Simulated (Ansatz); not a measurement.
HfSi$_{2}$ (MoSi2 or CaC2 type, I4/mmm), PBE in the plane-wave PAW code Ansatz, all energies at zero smearing, with the estimated change up to a 700 eV cutoff added, with one set of potentials and settings (totals compare only within such a set). Cell of 3 atoms (1 Hf, 2 Si): -16993.960 eV.

| element | reference phase | E (eV/atom) |
|---|---|---|
| Hf | P6_3/mmc, 2 atoms in the cell | -15721.3637 |
| Si | Fd-3m, 2 atoms in the cell | -635.8096 |

Formation energy per atom, worked out: (-16993.960 − 1×(-15721.3637) − 2×(-635.8096))/3 = -0.326 eV/atom (-31 kJ per mol of atoms), at 0 K, without zero-point energy or fitted corrections.

A made-up cell: these elements were put on the sites of a structure type; neither database checked (COD, Materials Project) lists it. COD files the formula under space group No. 63, so this cell is another polymorph or a model. Whether it is the stable phase at ambient conditions was not checked. The cell was relaxed with PBE under the symmetry of its start; whether a distortion lowers the energy is not shown. No spin polarisation was allowed. The references are the lowest solids computed at this level, not always the standard phases. Spin–orbit coupling is left out wherever it is not named.

Potentials: the later of the program's two PAW sets.
